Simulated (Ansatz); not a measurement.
TaTc: pressure against volume

A database entry relaxed whole under r2SCAN (Pm-3m):

```xyz
2
Lattice="3.1708 0.0000 0.0000 0.0000 3.1708 0.0000 0.0000 0.0000 3.1708" Properties=species:S:1:pos:R:3 pbc="T T T"
Ta    0.0000    0.0000    0.0000
Tc    1.5854    1.5854    1.5854
```

The cell was scaled uniformly, its shape held, and the atoms relaxed at each volume with plane-wave PAW DFT (Ansatz 0.2.0; r2SCAN, 500 eV, 11×11×11 Γ-centred mesh, fermi-dirac occupations of width 0.100 eV; no spin, no spin-orbit coupling). One row is withheld.

```tsv
volume (Å³/atom)	energy over the lowest (meV/atom)	pressure (GPa)
14.984	55.1	19.26
15.303	23.8	12.20
15.621	5.8	5.82
15.940	0.0	0.06
16.259	5.1	-5.13
16.578	?	?
16.897	43.9	-14.04
```

Task: Fit the pressures of the other rows to the third-order Birch-Murnaghan form.

Result: With f = [(V₀/V)^(2/3) − 1]/2 and P = 3B₀f(1 + 2f)^(5/2)[1 + 3(B₀′ − 4)f/2], least squares gives V₀ = 15.94 Å³ an atom, B₀ = 273 GPa and B₀′ = 4.1; the rows miss the fit by less than 0.01 GPa. The slope of the energies differs from these pressures by 0.11 GPa, since they are taken to zero smearing while pressures follow the free energy.

Task: What does the withheld row hold?

Result: The fit gives -9.81 GPa at 16.578 Å³; the run gave -9.82 GPa and 20.1 meV an atom.

Caveats: the shape of the cell was held; 0 K, fixed nuclei; the symmetry was kept, and this need not be the phase that is stable at 0 K; one mesh for all volumes; pressure is positive in compression.
